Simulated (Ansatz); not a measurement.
## A vibration from a frozen displacement in TeAs

All numbers below come from DFT PBEsol+D3(BJ), scalar-relativistic, plane waves, PAW (Ansatz). The runs took a 420 eV cutoff, a Γ-centred 14×14×14 mesh and Gaussian smearing (0.15 eV). Spin–orbit coupling is left out, which matters for the heavy elements here. No spin polarisation. Energies are free energies at this smearing, counted from the undisturbed cell; pressure is positive in compression.

The undisturbed cell (as given, not relaxed at this level; it stands at -5.5 GPa, and it needn't be the usual structure):

```
CELL_PARAMETERS angstrom
0.00000 2.96767 2.96767
2.96767 0.00000 2.96767
2.96767 2.96767 0.00000
ATOMIC_POSITIONS crystal
Te 0.50000 0.50000 0.50000
As 0.00000 0.00000 0.00000
```

Every Te atom is moved by x along the Cartesian unit vector (0.000, 0.000, 1.000); the cell and all other atoms stay fixed. The cell's volume is 52.27 Å³; the moved atoms weigh 127.600 u together and the others 74.922 u. Some rows repeat others by symmetry and weren't run.

```
  x (Å)  ΔE (meV/cell) total force on the moved atoms along the move (eV/Å) pressure (GPa)
-0.3000         132.40                                                0.9252         -2.9710
-0.2625         100.08                                                0.7995         -3.5804
-0.2250          72.45                                                0.6738         -4.0946
-0.1875          49.56                                                0.5470         -4.5178
-0.1500          31.34                                                0.4265         -4.8596
-0.1125          17.47                                                0.3141         -5.1260
-0.0750           7.72                                                0.2069         -5.3178
-0.0375           1.92                                                0.1027         -5.4336
 0.0000           0.00                                                0.0000         -5.4723
 0.0375           1.92                                               -0.1027         -5.4336
 0.0750           7.72                                               -0.2069         -5.3178
 0.1125          17.47                                               -0.3141         -5.1260
 0.1500          31.34                                               -0.4265         -4.8596
 0.1875          49.56                                               -0.5470         -4.5178
 0.2250          72.45                                               -0.6738         -4.0946
 0.2625         100.08                                               -0.7995         -3.5804
 0.3000         132.40                                               -0.9252         -2.9710
```

Question: What frequency belongs to this motion?

Answer: The force constant is k = −dF/dx = 2.739 eV/Å², from the parabola through x = -0.0375, 0 and 0.0375. In every cell the moved atoms swing against the rest, so the mass is μ = m₁m₂/(m₁ + m₂) = 47.205 u, and ν̃ = 521.5 cm⁻¹ × √(|k|/μ) = 126 cm⁻¹, at this cell's pressure of -5.5 GPa. To first order in x, and within 1 %, the force on every atom lies along the move and, within each of the two groups, in proportion to the atom's mass, so this is itself a mode at the zone centre of this cell.

Question: How far does the harmonic law reach?

Answer: At x = -0.300 Å, kx²/2 = 123.24 meV against the computed 132.40 meV (+7.4 %): the well is still close to harmonic there.

Question: The pressure changes with x². What does that say about the frequency under compression?

Answer: With E = k(V)x²/2, k ∝ V^(−2γ) and x scaling with the cell as V^(1/3), P − P0 = −∂E/∂V = (2γ − 2/3) ΔE/V. At x = 0.0750 Å, V(P − P0) = 52.27 × 0.15448 / 160.2 eV = 50.40 meV and ΔE = 7.72 meV, so γ = 1/3 + V(P − P0)/(2ΔE) = 3.60. This is the Grüneisen parameter of the motion under uniform scaling of the cell: shrinking the cell evenly by 1 % in volume raises the frequency by about 3.60 %.

In a metal these slopes depend on the k mesh and the smearing.